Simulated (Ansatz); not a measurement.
ZrPbO₃:
```xyz
5
Lattice="4.1413 0.0000 0.0000 0.0000 4.1413 0.0000 0.0000 0.0000 4.1413" Properties=species:S:1:pos:R:3 pbc="T T T"
Zr     0.0000     0.0000     0.0000
Pb     2.0706     2.0706     2.0706
O      2.0706     0.0000     0.0000
O      0.0000     2.0706     0.0000
O      0.0000     0.0000     2.0706
```

PBEsol (plane waves, PAW; program Ansatz) gives a gap of 2.34 eV without spin–orbit coupling, maximum at M, minimum at X.

What happens when spin–orbit coupling is switched on?

The gap falls by 0.33 eV, to 2.01 eV; maximum at X, minimum at X.

Give the electron effective mass with spin–orbit coupling.

0.19, 0.36, 0.36 mₑ (principal values).

Give the hole effective mass with spin–orbit coupling.

0.23, 0.77, 0.77 mₑ (principal values).

Space group Pm-3m (cubic perovskite). The first step of the workflow began from a Materials Project structure, measured or hypothetical; the Crystallography Open Database copy checked does not list it. COD files the formula under space group No. 38, 55, so this cell is another polymorph or a model. Its standing as an ambient phase is unchecked. The cell was relaxed with PBEsol under the symmetry of its start. At this level the phase is dynamically unstable (imaginary phonons). The run is not spin-polarised.

Potentials: the later of the program's two PAW sets.
